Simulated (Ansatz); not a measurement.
Polymorphs of Mg, each relaxed with DFT-r²SCAN in the program Ansatz with PAW potentials:

A: diamond (Fd-3m)
a = b = c = 6.8433 Å, α = β = γ = 90.00°

```json
[
 {"atom": "Mg", "site": "8b", "symmetry": "-43m", "x": "0.5000", "y": "0.5000", "z": "0.5000"}
]
```

B: 9R (Sm type) (R-3m)
a = b = 3.188 Å, c = 23.130 Å, α = β = 90.00°, γ = 120.00°

```
atom  site  symmetry       x       y       z
----  ----  --------  ------  ------  ------
Mg      3a       -3m  0.0000  0.0000  0.0000
Mg      6c        3m  0.0000  0.0000  0.2220
```

Order them by energy per atom at 0 K (lowest first) at the level r²SCAN.

B (+0 meV/atom), A (+883 meV/atom)

Typed or built starts, not in the databases checked: A. Not the usual ambient phase: A; B. Unstable at this level: A. All cells were relaxed under the symmetry of their starts (and spin orders); stability against distortions was not tested throughout.

Energies hold the estimated change up to a 700 eV cutoff; steps of a few meV lie near the error of the meshes.

Potentials: the later of the program's two PAW sets.
